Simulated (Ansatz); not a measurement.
Input file for Ansatz (a program for electronic structure):

Ansatz 0.2 input:
```yaml
crystal:
  lattice:
    - [2.9281391703, 0.0, 0.0]
    - [0.0, 2.9281391703, 0.0]
    - [0.0, 0.0, 4.0278687056]
  atoms:
    - { symbol: Hg, position: [0.0, 0.0, 0.0] }
    - { symbol: Ti, position: [0.5, 0.5, 0.5] }
kpoints:
  mp_grid: { grid: [24, 24, 18] }
hamiltonian:
  xc: lda
  pseudopotentials: { kind: paw }
scf:
  occupations: { method: fermi_dirac, width: 0.1 }
elastic: { mode: relaxed_ion, stencil: two_point, amplitude: 0.005, f_tol: 0.0005 }
```

Output (shortened):

```
Pseudopotential: Hg, paw, valence charge 20
Pseudopotential: Ti, paw, valence charge 12
Functional definition: SPW92
Crystal: 2 atoms, lattice volume = 34.535 Å³
Basis set: ecut = 420 eV, 657 PW (Γ)
Bands: 20, of which v1, the nominal top of the filled ones, is band 16 counted from 1 (15 counted from 0)
Symmetry: 16 space group operations
Space group: P4/mmm (ITA 123), of the structure as read, at distance tolerance 3.3e-5 Å
k-points: 910 of 10368
the search or the solves at the SCF's close seem to have found levels that the self-consistency loop had missed (the run counts 1) …
SCF 1 converged in 12 iterations: F = -15973.133244 eV  dr2 = 1.30e-14
Crystal: 2 atoms, lattice volume = 34.362 Å³
Symmetry: 8 space group operations
k-points: 1690 of 10368
SCF 2 converged in 11 iterations: F = -15973.132377 eV  dr2 = 1.13e-14
Crystal: 2 atoms, lattice volume = 34.708 Å³
SCF 3 converged in 8 iterations: F = -15973.133148 eV  dr2 = 1.60e-14
Crystal: 2 atoms, lattice volume = 34.362 Å³
SCF 4 converged in 10 iterations: F = -15973.132795 eV  dr2 = 3.61e-14
Crystal: 2 atoms, lattice volume = 34.708 Å³
Basis set: ecut = 420 eV, 673 PW (Γ)
SCF 5 converged in 8 iterations: F = -15973.132686 eV  dr2 = 5.14e-15
Crystal: 2 atoms, lattice volume = 34.535 Å³
Basis set: ecut = 420 eV, 661 PW (Γ)
Symmetry: 4 space group operations
k-points: 2834 of 10368
SCF 6 converged in 8 iterations: F = -15973.132993 eV  dr2 = 3.48e-14
Crystal: 2 atoms, lattice volume = 34.535 Å³
SCF 7 converged in 7 iterations: F = -15973.132993 eV  dr2 = 1.68e-14
Crystal: 2 atoms, lattice volume = 34.535 Å³
k-points: 1570 of 10368
SCF 8 converged in 8 iterations: F = -15973.133138 eV  dr2 = 3.73e-14
Crystal: 2 atoms, lattice volume = 34.535 Å³
SCF 9 converged in 7 iterations: F = -15973.133138 eV  dr2 = 1.22e-14
SCF converged after 12 iterations
Free energy (F): -15973.133244 eV
Harris-Foulkes:  -15973.133244 eV  (|F-HF|=1.64e-11)
Internal energy: -15973.054239 eV  (E = F + TS)
E sigma→0 (E₀):  -15973.093741 eV
Entropy (-TS):   -0.079005 eV (-39.503 meV/atom)
Fermi energy:    17.450051 eV
--- Per-component energies (eV) ---
  E_band       = -459.717613
  E_kinetic    = 879.095977
  E_local      = -3021.743015  (includes V_loc(G=0)·N_el)
  E_nonlocal   = 89.588349
  E_hartree    = 1298.205593
  E_xc         = -318.366373
  E_vxc        = -387.241565  (∫ρ·V_xc dr)
  E_paw        = -10652.089994  (= ΣΔE_a)
  E_vpaw       = -615.829505  (= ΣTr[D̂ρ^β])
  E_aug_tail   = 0.000962  (compensation charges beyond the density's cutoff)
  E_ewald      = -4248.647781
  E_core_change = 0.902043  (= ΣΔE_core)
  E_smearing   = -0.079005  (= −TS)
  E_closure    = 0.000000  (closes the sum)
  Σ components = -15973.133244   (vs F -15973.133244, Δ=0.00e0)
--- Forces (eV/Å), atoms counted from 1 ---
  atom   1  Hg     0.00000000     0.00000000     0.00000000
  atom   2  Ti     0.00000000     0.00000000     0.00000000
  max |Σ_I F_I| component: 0.0 eV/Å
--- Stress (GPa, compression-positive) ---
        0.351181       0.000000       0.000000
        0.000000       0.351181       0.000000
        0.000000       0.000000      -0.054528
  P = ⅓ Tr σ = 0.2159 GPa (2.159 kbar)
--- Band table (eV; the first three rows and the last of 910) ---
  k-point 0: bands = ["-98.3045", "-46.5718", "-46.5457", "-46.5457", "-38.9082", "-15.6220", "-15.2326", "-15.2326", "7.5822", "8.5071", "9.1113", "10.3359", "10.3359", "10.9034", "16.9082", "17.0858", "18.4547", "19.5844", "19.5844", "20.1561"]
  k-point 1: bands = ["-98.3045", "-46.5719", "-46.5457", "-46.5457", "-38.9081", "-15.6227", "-15.2326", "-15.2326", "7.6044", "8.5093", "9.1323", "10.3378", "10.3378", "10.9039", "16.8987", "16.9570", "18.4176", "19.5556", "19.5556", "20.1539"]
  k-point 2: bands = ["-98.3045", "-46.5720", "-46.5457", "-46.5457", "-38.9080", "-15.6248", "-15.2327", "-15.2327", "7.6681", "8.5157", "9.1967", "10.3434", "10.3434", "10.9054", "16.5839", "16.8713", "18.3406", "19.4745", "19.4745", "20.1476"]
  k-point 909: bands = ["-98.3006", "-46.6060", "-46.6060", "-46.5616", "-38.8291", "-15.5601", "-15.5380", "-15.5380", "8.7112", "9.3752", "9.3752", "10.6313", "11.7195", "15.1741", "15.6277", "15.6277", "19.0866", "19.0993", "20.9875", "23.3779"]
--- Elastic constants: 4 strain directions × 2 members + reference (group order 16) ---
  dense FFT box of the reference and of every strained cell: 20×20×30
  strains applied: 11, 33, 23, 12; error gains …
  C = ∂σ_k/∂η_j (tension-positive GPa; Voigt order 11 22 33 23 13 12):
       178.397    108.249    118.696      0.000      0.000      0.000
       108.249    178.397    118.696      0.000      0.000      0.000
       118.267    118.267    186.639      0.000      0.000      0.000
         0.000      0.000      0.000     92.491      0.000      0.000
         0.000      0.000      0.000      0.000     92.491      0.000
         0.000      0.000      0.000      0.000      0.000     38.840
  reference stress σ⁰ (GPa):     -0.351     -0.351      0.055      0.000      0.000      0.000
  moduli (Voigt/Reuss/Hill, GPa): K = 137.10/136.69/136.89   G = 57.98/46.20/52.09   E = 138.67   ν = 0.331
  mechanically stable: yes (min eigenvalue of sym C = 38.84 GPa)
  strain η (Voigt 11):  stress-route row diagonal C_11 = 178.40 GPa, energy-path curvature d²(F+E_count+ΔE)/dδ²/Ω₀ = 178.33 GPa
         δ    σ_11 (GPa)             F (eV)   n_scf  n_hpsi   n_pw
    -5.000e-3      -1.2629      -15973.1323772      11  700813    688   relax 0 steps, max|allowed force component| 0.0 eV/Å
     5.000e-3       0.5211      -15973.1331476       8  532022    694   relax 0 steps, max|allowed force component| 0.0 eV/Å
  strain η (Voigt 33):  stress-route row diagonal C_33 = 186.64 GPa, energy-path curvature d²(F+E_count+ΔE)/dδ²/Ω₀ = 186.66 GPa
         δ    σ_33 (GPa)             F (eV)   n_scf  n_hpsi   n_pw
    -5.000e-3      -0.8912      -15973.1327946      10  367155    688   relax 0 steps, max|allowed force component| 0.0 eV/Å
     5.000e-3       0.9752      -15973.1326856       8  291780    696   relax 0 steps, max|allowed force component| 0.00e0 eV/Å
  strain η (Voigt 23):  stress-route row diagonal C_44 = 92.49 GPa, energy-path curvature d²(F+E_count+ΔE)/dδ²/Ω₀ = 92.59 GPa
         δ    σ_23 (GPa)             F (eV)   n_scf  n_hpsi   n_pw
    -5.000e-3      -0.4625      -15973.1329933       8  955880    690   relax 0 steps, max|allowed force component| 0.0 eV/Å
     5.000e-3       0.4625      -15973.1329933       7  823784    690   relax 0 steps, max|allowed force component| 0.0 eV/Å
  strain η (Voigt 12):  stress-route row diagonal C_66 = 38.84 GPa, energy-path curvature d²(F+E_count+ΔE)/dδ²/Ω₀ = 39.02 GPa
         δ    σ_12 (GPa)             F (eV)   n_scf  n_hpsi   n_pw
    -5.000e-3      -0.1942      -15973.1331377       8  515591    689   relax 0 steps, max|allowed force component| 0.0 eV/Å
     5.000e-3       0.1942      -15973.1331377       7  466026    689   relax 0 steps, max|allowed force component| 0.0 eV/Å
```

Cost: around 11 core-minutes (rough) on shared cores.

The workflow started from an entry of the Crystallography Open Database (COD). Its standing as an ambient phase is unchecked. Symmetry was held in the LDA relaxation; of distortions, only those at the zone centre were tested. The run is not spin-polarised. As this level gives no gap, shear constants depend on the k-mesh and smearing (Fermi–Dirac, 0.1 eV here). Axis ratios of metals converge slowly with the k-mesh, so a and c are less sure than the volume. On the denser mesh and wider smearing of the elastic run this cell carries a stress of 0.4 GPa. Spin–orbit coupling is left out wherever it is not named.

Potentials: the later of the program's two PAW sets.

Ansatz is a plane-wave DFT program.
